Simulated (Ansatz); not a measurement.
CaAlO₂F:
```
CaAlO2F
1.0
    3.72672     0.00000     0.00000
    0.00000     3.72672     0.00000
    0.00000     0.00000     3.67661
Ca Al O F
1 1 2 1
Direct
  0.50000   0.50000   0.50000
  0.00000   0.00000   0.00000
  0.50000   0.00000   0.00000
  0.00000   0.50000   0.00000
  0.00000   0.00000   0.50000
```

x, y and z are the axes in which the lattice vectors are written.

Question: Give the high-frequency dielectric tensor and the Born effective charge tensors of the independent atoms from DFPT, DFT-PBEsol in the program Ansatz with PAW potentials.

Answer: 
ε∞:
```
3.27  0.00  0.00
0.00  3.27  0.00
0.00  0.00  3.53
```
Z* of atom 1 (Ca), rows: field, columns: displacement, in e:
```
2.41  0.00  0.00
0.00  2.41  0.00
0.00  0.00  2.88
```
Z* of atom 2 (Al), rows: field, columns: displacement, in e:
```
3.03  0.00  0.00
0.00  3.03  0.00
0.00  0.00  2.64
```
Z* of atom 3 (O), rows: field, columns: displacement, in e:
```
-2.36   0.00   0.00
 0.00  -1.98   0.00
 0.00   0.00  -1.81
```
Z* of atom 5 (F), rows: field, columns: displacement, in e:
```
-1.09   0.00   0.00
 0.00  -1.09   0.00
 0.00   0.00  -1.91
```

Space group P4/mmm. The start of the workflow was typed in or built on a structure type; neither database checked (COD, Materials Project) lists it. Whether it is the stable phase at ambient conditions was not checked. The cell was relaxed with PBEsol under the symmetry of its start. At this level the phase is dynamically unstable (imaginary phonons).

Potentials: the earlier of the program's two PAW sets. The files were generated under PBE; for other functionals the program regenerates the frozen cores, and for LDA and PBEsol the local potential too.
